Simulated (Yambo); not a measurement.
BSE-type run in Yambo on CsCdCl$_{3}$ (cubic perovskite, space group Pm-3m, No. 221), at zero momentum.

Quantum ESPRESSO step (PBEsol, PseudoDojo standard norm-conserving files, fully relativistic):
```
&CONTROL
  calculation = 'nscf'
  pseudo_dir = './pseudo'
  outdir = './out'
/
&SYSTEM
  ibrav = 0
  nat = 5
  ntyp = 3
  ecutwfc = 102.0
  ecutrho = 408.0
  occupations = 'fixed'
  force_symmorphic = .true.
  nbnd = 162
  noncolin = .true.
  lspinorb = .true.
/
&ELECTRONS
  conv_thr = 5e-09
  diago_full_acc = .true.
  diago_thr_init = 1e-08
/
ATOMIC_SPECIES
Cl 35.4500 Cl.upf
Cd 112.4140 Cd.upf
Cs 132.9055 Cs.upf
CELL_PARAMETERS angstrom
  5.264400000000   0.000000000000   0.000000000000
  0.000000000000   5.264400000000   0.000000000000
  0.000000000000   0.000000000000   5.264400000000
ATOMIC_POSITIONS crystal
Cl   0.000000000000   0.500000000000   0.500000000000
Cl   0.500000000000   0.000000000000   0.500000000000
Cl   0.500000000000   0.500000000000   0.000000000000
Cd   0.500000000000   0.500000000000   0.500000000000
Cs   0.000000000000   0.000000000000   0.000000000000
K_POINTS automatic
4 4 4 0 0 0
```

Yambo input:
```
rim_cut
optics
bse
bss
dipoles
em1s
RandQpts= 1000000
RandGvec= 1 Ry
FFTGvecs= 40 Ry
Chimod= "HARTREE"
BSKmod= "SEX"
BSEmod= "resonant"
BSSmod= "hs"
BSENGexx= 15 Ry
BSENGBlk= 3 Ry
% BSEQptR
 1 | 1 |
%
% BSEBands
 33 | 52 |
%
% BEnRange
 0.0 | 7.1 | eV
%
% BDmRange
 0.15 | 0.15 | eV
%
BEnSteps= 142
% BLongDir
 1.0 | 0.0 | 0.0 |
%
BSHayTrs= -0.02
BSSNEig= 48
WRbsWF
% BndsRnXs
 9 | 158 |
%
NGsBlkXs= 3 Ry
% LongDrXs
 1.0 | 1.0 | 1.0 |
%
```

From the report:

The dimension is k points × valence × conduction bands = 64 × 18 × 2 = 2304.
```
  [SLEPC] Approach                          : Krylov-Schur
  [SLEPC] Number of requested eigenvalues   :   48
  [SLEPC] Number of eigenvalues        [NEV]:   48
   [K] Dimension                                    :  2304
   [K] Bands                                        :   33   52
   [K] Exchange res                                 : yes
   [K] Correlation res                              : yes
   [K] W interaction is bare                        : no
   [K] RL vectors exchange                          :  1021
   [K] RL vectors correlation                       :   93
   [W] Matrix size                                  :   93
   [W] Bands                                        :    9  158
   [W] Coulomb Cutoff                               : none
   [W] Hxc Kernel                                   : HARTREE
```

Geometry of the Materials Project entry, not relaxed at this level.
